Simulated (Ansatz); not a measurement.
Relaxed candidate structures of MgO:

A. P3m1 (No. 156), hP12; a = b = 3.265 Å, c = 15.509 Å, α = β = 90.00°, γ = 120.00°; non-magnetic

B. P6₃mc (No. 186), hP4, wurtzite type; a = b = 3.302 Å, c = 5.024 Å, α = β = 90.00°, γ = 120.00°; Mg 2b (0.667, 0.333, 0.011); O 2b (0.333, 0.667, 0.114); non-magnetic

C. Pm-3m (No. 221), cP2, CsCl type; a = b = c = 2.633 Å, α = β = γ = 90.00°; Mg 1a (0.000, 0.000, 0.000); O 1b (0.500, 0.500, 0.500); non-magnetic

D. Fm-3m (No. 225), cF8, rock salt type; a = b = c = 4.214 Å, α = β = γ = 90.00°; Mg 4b (0.500, 0.500, 0.500); O 4a (0.000, 0.000, 0.000); non-magnetic

E. P6₃mc (No. 186), hP8, AFLOW prototype AB_hP8_186_ab_ab (B5, as in SiC); a = b = 3.255 Å, c = 10.416 Å, α = β = 90.00°, γ = 120.00°; Mg 2a (0.000, 0.000, 0.002); Mg 2b (0.333, 0.667, 0.251); O 2a (0.000, 0.000, 0.311); O 2b (0.333, 0.667, 0.061); non-magnetic

### Question
Rank these by energy per atom (lowest first), as PBEsol (plane waves to 420 eV, PAW, scalar-relativistic; Ansatz, a program for electronic structure) gives it.

### Answer
D (reference, the lowest of the structures calculated here), B (+116 meV/atom), A (+130 meV/atom), E (+136 meV/atom), C (+738 meV/atom)

### Question
Give each candidate's band gap.

### Answer
No candidate is metallic. A: 3.43 eV (no spin-orbit coupling); B: 3.36 eV (no spin-orbit coupling); C: 2.47 eV (no spin-orbit coupling); D: 4.62 eV (no spin-orbit coupling); E: 3.46 eV (no spin-orbit coupling).

Probably no minimum, since a slightly shaken restart fell lower: Pm-3m, cP2, CsCl type, non-magnetic (by 0.59 eV/atom, to P6₃/mmc). 2 runs with a doubtful electronic state, a coarser numerical grid, an end not at rest or a source that can't be used are left out. 2 generated cells of layers, chains or molecules, poorly bound without dispersion, are left out. Each run could gain symmetry but not lose that of its start, so entries can be saddle points. From databases, or of a type measured for this composition: P3m1, hP12, non-magnetic; P6₃mc, hP4, wurtzite type, non-magnetic; Fm-3m, cF8, rock salt type, non-magnetic; the others are generated cells (placed on structure types, drawn at random, substituted or restacked) that were not matched to a known phase here. Each structure is listed in the lowest spin state found for it. Static energies at zero pressure. Each cell has its own k-point mesh; energy differences are given only to the digits this allows. No spin polarisation in the result. Gaps of cells over 8 atoms come from the SCF mesh and high-symmetry points alone.
